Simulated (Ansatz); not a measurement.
A generated cell, not matched to a known phase here, of TlPb2: P6₃/mmc (No. 194), hP6; a = b = 3.5482 Å, c = 17.5529 Å, α = β = 90.00°, γ = 120.00°; Pb 4f (0.333, 0.667, 0.080); Tl 2d (0.667, 0.333, 0.250). Computed with PBE (plane waves to 420 eV, PAW, scalar-relativistic; Ansatz, a quantum-chemistry and plane-wave program). Element references, the lowest calculated here: Tl (P6₃/mmc), Pb (Fm-3m).

Q: Estimate the formation energy of this P6₃/mmc form of TlPb2 from the elements that PBE returns for this input.

A: 0.01 eV/atom.

A lower structure of this composition may exist, and whether it forms at all is not checked here.

Static energies, no anion corrections, no zero-point energy. Values are rounded to 0.01 eV/atom. Not shown to be the ambient phase of their composition (a lower form may be missing, and a cell relaxed within its start's symmetry can be a saddle point): TlPb2 (P6₃/mmc). Spin-orbit coupling is missing from these energies, which matters for elements this heavy. The compounds carry no spin polarisation.
